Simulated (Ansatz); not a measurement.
# TiTe2 (P-3m1): the size of the finite step

```xyz
3
Lattice="3.6976 0.0000 0.0000 -1.8488 3.2022 0.0000 0.0000 0.0000 6.4409" Properties=species:S:1:pos:R:3 pbc="T T T"
Ti    0.0000    0.0000    0.0000
Te    1.8488    1.0674    1.7221
Te    0.0000    2.1348    4.7187
```

Unless marked otherwise, the numbers come from PBEsol, PAW on Ansatz 0.2.0's default frozen-core files (fitted under PBE), scalar-relativistic. k mesh 12×12×6, strains of ±0.003, Fermi-Dirac smearing of 0.100 eV, cutoff 420 eV. The cell was relaxed by PAW under this functional, which moved its volume by -5 % from the database entry's.

**Question.** Elastic constants come from stresses at strains of ±0.003 (two-point stencil): C11 = 87.9, C12 = 23.8, C13 = 18.9, C14 = 8.2, C33 = 50.1, C44 = 22.7 GPa. What does an amplitude of 0.0002 give?

**Answer.** C11 = 87.9, C12 = 23.8, C13 = 18.8, C14 = 8.1, C33 = 50.0, C44 = 22.1 GPa. A very small step divides the noise of the stresses by a small number. Steps under 0.001 aren't safe in general, since the basis can change from cell to cell and the noise grows as 1/δ.

Known limits: frozen-core PAW files fitted under PBE, their cores solved anew for the functional of the run; responses of metals move with mesh and smearing; no dispersion correction, so the spacing and stiffness between layers or molecules are poor; elastic stability says nothing of phonons or of other phases.
